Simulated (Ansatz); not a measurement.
## In (P6_3/mmc), stationary points along a deformation path

Theory: DFT LDA, scalar-relativistic, plane waves, PAW (Ansatz). Settings: plane waves to 420 eV, k-mesh 18×18×10 (Γ-centred), Gaussian smearing 0.15 eV. No spin polarisation. Energies are free energies at this smearing, counted from the undisturbed cell; pressure is positive in compression.

Reference structure (as given, not relaxed at this level; it stands at -2.8 GPa; this form isn't the usual structure):

```
CELL_PARAMETERS angstrom
3.33548 0.00000 0.00000
-1.66774 2.88861 0.00000
0.00000 0.00000 5.50914
ATOMIC_POSITIONS crystal
In 0.33333 0.66667 0.25000
In 0.66667 0.33333 0.75000
```

At fixed volume and fractional coordinates, lengths along (0.000, 0.000, 1.000) are scaled against those across it; ρ is that ratio over its starting value. V = 26.540 Å³/atom. Δσ is the stress along the axis less the mean stress across it (compression positive).

```csv
ρ,ΔE (meV/atom),Δσ (GPa),space group
0.800,20.7,2.13,P6_3/mmc
0.850,8.9,0.96,P6_3/mmc
0.920,3.7,0.85,P6_3/mmc
0.960,0.2,0.51,P6_3/mmc
1.000,0.0,-0.33,P6_3/mmc
1.050,1.8,-0.48,P6_3/mmc
1.100,7.8,-2.15,P6_3/mmc
1.200,40.8,-4.58,P6_3/mmc
1.300,92.9,-7.46,P6_3/mmc
```

Problem. How does the stress give the slope of the energy, and where is the energy stationary?

Solution. Along the path d ln(length) is 2/3 d ln ρ on the axis and −1/3 d ln ρ across it, so dE/d ln ρ = −(2/3) V Δσ: the energy falls with ρ where Δσ is positive. Δσ vanishes or changes sign between ρ = 0.960 and 1.000, a minimum (near 0.98 by linear interpolation). Pairs of stationary points between two samples would go unseen, and could change a minimum read from distant neighbours into a maximum.

Problem. Integrate that slope from ρ = 1 to 0.850 by the trapezoid rule.

Solution. With V/N in Å³ and 1 eV/Å³ = 160.2 GPa the slopes at ρ = 1.000, 0.960, 0.920, 0.850 are 37, -56, -94, -106 meV/atom per unit of ln ρ. The steps add 0.4 + 3.2 + 7.9 = 11.5 meV/atom, against 8.9 from the energies; the trapezoid rule misses the curvature of the slope within each step.

In a metal these slopes depend on the k mesh and the smearing.